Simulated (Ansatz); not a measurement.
ScAl3 in space group I4/mmm (No. 139; Sc on 2a, Al on 4d, Al on 2b) at seven volumes, plane-wave PAW PBEsol (Ansatz code), shape and atoms relaxed at each. One row is withheld.

| V (Å³/atom) | P (GPa) |
|---|---|
| 15.836 | 9.94 |
| 16.358 | 6.11 |
| 16.880 | 2.82 |
| 17.402 | 0.00 |
| 17.924 | -2.43 |
| 18.446 | ? |
| 18.968 | -6.30 |

Question: Fit the shown pressures and predict the withheld one.

Answer: Third-order Birch–Murnaghan: P = (3/2)B₀(x^(7/2) − x^(5/2))[1 + (3/4)(B′ − 4)(x − 1)] with x = (V₀/V)^(2/3). Least squares on the six rows gives V₀ = 17.402 Å³/atom, B₀ = 87.07 GPa, B′ = 4.06. At V = 18.446, x = 0.9619 and P = -4.51 GPa. The run itself gave -4.51 GPa.

The workflow started from a Materials Project entry (that database holds measured and hypothetical structures alike); the Crystallography Open Database copy checked does not list it. Whether it is the stable phase at ambient conditions was not checked. Symmetry was held in the PBEsol relaxation; whether a distortion lowers the energy is not shown. No spin polarisation was allowed.

Potentials: the later of the program's two PAW sets.
